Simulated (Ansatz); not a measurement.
According to DFT-PBEsol in the program Ansatz with PAW potentials, Sc$_{2}$GeB$_{2}$ in the hexagonal phase (P-6m2; Sc on 2h, Ge on 1a, B on 1b, B on 1f) relaxes to a = 3.150 Å, c = 7.816 Å. Against the elements it lies at -0.80 eV/atom, with no fitted shifts.

Electronic character: metallic (no gap). Gap from PBEsol with spin–orbit coupling: none (metallic).

The bulk modulus is 134 GPa. The highest mode at Γ lies at 810 cm⁻¹.

The start of the workflow was typed in or built on a structure type; neither database checked (COD, Materials Project) lists it. Whether it is the stable phase at ambient conditions was not checked. Symmetry was held in the PBEsol relaxation; whether a distortion lowers the energy is not shown. The run is not spin-polarised. As this level gives no gap, phonon frequencies hold no LO–TO term and depend on the k-mesh and smearing (Fermi–Dirac, 0.1 eV here). The references are the lowest solids computed at this level, not always the standard phases. Scalar-relativistic: spin–orbit coupling is off unless named, which matters more the heavier the elements.

Potentials: the earlier of the program's two PAW sets. The files were generated under PBE; for other functionals the program regenerates the frozen cores, and for LDA and PBEsol the local potential too.
